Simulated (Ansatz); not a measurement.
AlN:
```xyz
2
Lattice="0.0000 2.0183 2.0183 2.0183 0.0000 2.0183 2.0183 2.0183 0.0000" Properties=species:S:1:pos:R:3 pbc="T T T"
Al     0.0000     0.0000     0.0000
N      2.0183     2.0183     2.0183
```

Relaxed with r²SCAN. DFT-r²SCAN in the program Ansatz with PAW potentials gives a gap of 5.52 eV.

Question: What gap does HSE06 give on the same cell (Ansatz, PAW)?

Answer: 6.09 eV, 0.57 eV more. The hybrid was solved on a coarser mesh and at special points; its gap is the smallest among all of these.

| k | v1 r²SCAN | c1 r²SCAN | v1 HSE06 | c1 HSE06 |
|---|---|---|---|---|
| Γ | 0.00 | 6.54 | (withheld) | (withheld) |
| X | -2.90 | 5.52 | -3.06 | 6.09 |
| L | -1.16 | 6.94 | (withheld) | (withheld) |
| W | -3.96 | 9.10 | (withheld) | (withheld) |
| K | -2.39 | 6.74 | (withheld) | (withheld) |

Question: Top valence (v1) and lowest conduction level (c1) in eV from each method's valence maximum (which need not be a listed point): supply the withheld HSE06 values.

Answer: 
- K, v1 HSE06: -2.51
- K, c1 HSE06: 7.32
- L, v1 HSE06: -1.20
- L, c1 HSE06: 7.58
- Γ, v1 HSE06: 0.00
- Γ, c1 HSE06: 7.28
- W, v1 HSE06: -4.19
- W, c1 HSE06: 9.81

Cost on shared cores: the r²SCAN run (SCF on a 12×12×12 mesh, then bands and DOS) around 8 core-seconds (rough), the HSE06 run (SCF on 9×9×9, then a few points) about 60 core-seconds (a rough figure); the tasks are unlike.

Space group Fm-3m (rock salt). This is a known high-pressure phase of the composition, computed here at zero pressure and temperature. The r²SCAN relaxation kept the symmetry of its start; whether a distortion lowers the energy is not shown. The volume moved by -17 % from the start of the relaxation.

Potentials: the earlier of the program's two PAW sets.
